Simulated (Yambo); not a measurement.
Input:

```
CELL_PARAMETERS angstrom
      3.97557     2.29530     2.61654
     -3.97557     2.29530     2.61654
      0.00000    -4.59059     2.61654
ATOMIC_POSITIONS crystal
  O  0.30949 0.69051 0.50000
  O  0.50000 0.30949 0.69051
  O  0.69051 0.50000 0.30949
  O  0.00000 0.33352 0.66648
  O  0.66648 0.00000 0.33352
  O  0.33352 0.66649 0.00000
  Si 0.71567 0.28433 0.50000
  Si 0.50000 0.71567 0.28433
  Si 0.28433 0.50000 0.71567
```

Workflow: norm-conserving PBEsol (Quantum ESPRESSO, 84 Ry, scalar-relativistic), then G0W0 in Yambo (2×2×2 Γ-centred k mesh, 262 bands and a 8 Ry block in the screening, 262 bands in G with the Bruneval-Gonze terminator, plasmon pole fitted at 27.2 eV).

### Question
Give the PBEsol and G0W0 gaps between the band edges found on this mesh, and say where the edges lie.

### Answer
Edges: Γ → Γ. PBEsol: 5.78 eV; G0W0: 8.79 eV. Nearest settings tried, and what they do to the gap: 166 bands in W, 166 bands in G: -6 meV; 7 Ry block (311 vectors against 389): -52 meV. Not varied: mesh. So the settings aren't converged at that level. The k mesh is coarse. 

Geometry of the Materials Project entry, not relaxed at this level.

This is not the ordinary phase of the substance; no match was found in the copy of COD used, and its stability was not checked.
